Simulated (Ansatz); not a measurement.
CaB6 in space group Pm-3m (No. 221; Ca on 1a, B on 6f), the program Ansatz at the PBE level (PAW), all energies at zero smearing, with the estimated change up to a 700 eV cutoff added, with one set of potentials and settings (totals compare only within such a set). Cell of 7 atoms (1 Ca, 6 B): -2755.223 eV.

```csv
element,reference phase,E (eV/atom)
Ca,"Fm-3m, 1 atoms in the cell",-1816.8597
B,"R-3m, 12 atoms in the cell",-155.9161
```

Formation energy per atom, worked out: (-2755.223 − 1×(-1816.8597) − 6×(-155.9161))/7 = -0.410 eV/atom (-40 kJ per mol of atoms), at 0 K, without zero-point energy or fitted corrections.

Symmetry was held in the PBE relaxation. The references are the lowest solids computed at this level, not always the standard phases.

Potentials: the later of the program's two PAW sets.
